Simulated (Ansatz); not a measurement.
Ti2SiB2:
```
CELL_PARAMETERS angstrom
      1.51008    -5.22441     0.00000
      1.51008     5.22441     0.00000
      0.00000     0.00000     3.41016
ATOMIC_POSITIONS crystal
  Si 0.00000 0.00000 0.00000
  Ti 0.36473 0.63527 0.50000
  Ti 0.63527 0.36473 0.50000
  B  0.20761 0.79239 0.00000
  B  0.79239 0.20761 0.00000
```

Relaxed with r²SCAN. Special points in fractions of this cell's reciprocal vectors: Γ (0.000, 0.000, 0.000); Y (-0.500, 0.500, 0.000); C0 (-0.271, 0.729, 0.000); Σ0 (0.271, 0.271, 0.000); Z (0.000, 0.000, 0.500); A0 (0.271, 0.271, 0.500); E0 (-0.271, 0.729, 0.500); T (-0.500, 0.500, 0.500); S (0.000, 0.500, 0.000); R (0.000, 0.500, 0.500).

Q: List the band energies nearest the Fermi level at these points for the program Ansatz at the r²SCAN level (PAW).

A: In eV from the Fermi level; about four levels below and three above (degenerate sets whole), none deeper than 8.9 eV; points with the same levels are listed once.

```tsv
k	below	above
Γ	-2.39 -1.64 -1.45 -1.28	0.83 1.56 1.79
Y	-2.89 -2.30 -1.61 -1.41	0.25 1.31 2.07
C0	-3.26 -2.92 -2.41 -1.27	0.38 1.35 1.53
Z	-3.30 -3.15 -0.35 -0.12	0.89 1.28 1.37
A0	-4.80 -4.63 -3.83 -3.53	0.13 1.13 1.17
T	-3.90 -3.76 -2.48 -2.21	0.37 0.44 0.58
S	-3.34 -2.83 -2.79 -1.26	0.51 1.09 1.81
R	-4.74 -4.59 -3.81 -3.52	0.11 0.89 1.43
```

Space group Cmmm. The start of the workflow was typed in or built on a structure type; neither database checked (COD, Materials Project) lists it. Whether it is the stable phase at ambient conditions was not checked. The cell was relaxed with r²SCAN under the symmetry of its start; its stability against distortions is not shown here. No spin polarisation was allowed.

Potentials: the earlier of the program's two PAW sets. The files were generated under PBE; for other functionals the program regenerates the frozen cores, and for LDA and PBEsol the local potential too.
